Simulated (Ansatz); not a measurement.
**Calculated quadrupolar parameters for BaCaCeZrO₆**

The cell is a computed structure from the Materials Project (it need not be an observed phase), atoms as given.

Space group P-1 (No. 2); a = 5.9736, b = 6.0469, c = 8.5440 Å, α = 89.73°, β = 89.75°.

```csv
site,Wyckoff,site symmetry,x,y,z
Ba,2i,1,0.4935,0.4681,0.2502
Ca,2i,1,0.0072,0.9631,0.2522
Ce5,1c,-1,0.0000,0.5000,0.0000
Ce6,1f,-1,0.5000,0.0000,0.5000
Zr7,1d,-1,0.5000,0.0000,0.0000
Zr8,1g,-1,0.0000,0.5000,0.5000
O9,2i,1,0.7883,0.8054,0.9379
O10,2i,1,0.7150,0.2972,0.5292
O13,2i,1,0.7022,0.2832,0.9664
O14,2i,1,0.8089,0.7924,0.5595
O17,2i,1,0.6069,0.9995,0.2416
O18,2i,1,0.9353,0.5649,0.2585
```

One atom of each set is listed.

Computed with Ansatz: DFT, PBE, plane waves and PAW, scalar-relativistic, 420 eV cutoff, Γ-centred 4×4×3 k-points, Fermi–Dirac smearing 0.02 eV.

Conventions: |V_zz| ≥ |V_yy| ≥ |V_xx|, η = (V_xx − V_yy)/V_zz, C_Q = eQV_zz/h.

Ba-137: I = 3/2, Q = 236.0 mb; ⁴³Ca: I = 7/2, Q = -40.80 mb; ⁹¹Zr: I = 5/2, Q = -176.0 mb; O-17: I = 5/2, Q = -25.58 mb. Nuclear quadrupole moments: year-2017 set (Pyykkö).

| site | atoms | first shell | V_zz (10²¹ V/m²) | η | C_Q (MHz) |
| --- | --- | --- | --- | --- | --- |
| Ba | 2 | 10 O at 2.65–3.39 Å; also 2 O at 3.78–3.80 Å | 3.80 | 0.75 | 21.7 |
| Ca | 2 | 4 O at 2.40–2.46 Å; also 4 O at 2.95–3.14 Å | -3.70 | 0.05 | 3.65 |
| Ce5 | 1 | 6 O at 2.23–2.30 Å | -10.64 | 0.42 | – |
| Ce6 | 1 | 6 O at 2.22–2.30 Å | -8.93 | 0.19 | – |
| Zr7 | 1 | 6 O at 2.11–2.16 Å | -4.17 | 0.28 | 17.7 |
| Zr8 | 1 | 6 O at 2.11–2.17 Å | -4.82 | 0.27 | 20.5 |
| O9 | 2 | 1 Zr at 2.15 Å, 1 Ce at 2.30 Å, 1 Ca at 2.46 Å; also 1 Ba at 2.86 Å, 1 Ca at 3.14 Å | -0.63 | 0.54 | 0.388 |
| O10 | 2 | 1 Zr at 2.11 Å, 1 Ce at 2.22 Å, angle 157°; also 2 Ba at 2.67–2.92 Å, 1 Ca at 2.95 Å | 1.34 | 0.09 | -0.829 |
| O13 | 2 | 1 Zr at 2.11 Å, 1 Ce at 2.23 Å, angle 156°; also 2 Ba at 2.65–2.95 Å, 1 Ca at 2.95 Å | 1.39 | 0.42 | -0.860 |
| O14 | 2 | 1 Zr at 2.17 Å, 1 Ce at 2.29 Å, 1 Ca at 2.45 Å; also 1 Ba at 2.89 Å, 1 Ca at 3.05 Å | -0.51 | 0.44 | 0.314 |
| O17 | 2 | 1 Zr at 2.16 Å, 1 Ce at 2.30 Å, 1 Ca at 2.40 Å; also 2 Ba at 2.91–3.28 Å | -0.47 | 0.26 | 0.294 |
| O18 | 2 | 1 Zr at 2.14 Å, 1 Ce at 2.28 Å, 1 Ca at 2.45 Å, 1 Ba at 2.70 Å | 0.65 | 0.49 | -0.401 |

At O13 V_zz stands upright on the plane of its two bonds (within 6°).

Ce has no stable isotope with a ground-state quadrupole moment in the table, so no C_Q is given.

Without spin–orbit coupling the gradients at and beside Ce can be off by some per cent, at some sites by more.
